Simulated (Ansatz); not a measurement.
Nb₂SiN in space group P6_3/mmc (No. 194; Si on 2d, Nb on 4f, N on 2a) at seven volumes, DFT-r²SCAN in the program Ansatz with PAW potentials, shape and atoms relaxed at each. One row is withheld.

| V (Å³/atom) | P (GPa) |
|---|---|
| 12.480 | ? |
| 12.892 | 15.50 |
| 13.303 | 7.12 |
| 13.715 | 0.00 |
| 14.126 | -6.07 |
| 14.538 | -11.21 |
| 14.949 | -15.57 |

Q: Fit the shown pressures and predict the withheld one.

A: Third-order Birch–Murnaghan: P = (3/2)B₀(x^(7/2) − x^(5/2))[1 + (3/4)(B′ − 4)(x − 1)] with x = (V₀/V)^(2/3). Least squares on the six rows gives V₀ = 13.714 Å³/atom, B₀ = 218.6 GPa, B′ = 4.43. At V = 12.480, x = 1.0649 and P = 25.41 GPa. The run itself gave 25.26 GPa.

The start of the workflow was typed in or built on a structure type; neither database checked (COD, Materials Project) lists it. Its standing as an ambient phase is unchecked. The r²SCAN relaxation kept the symmetry of its start; whether a distortion lowers the energy is not shown. The workflow began spin-polarised and lost its moments.

Potentials: the earlier of the program's two PAW sets.
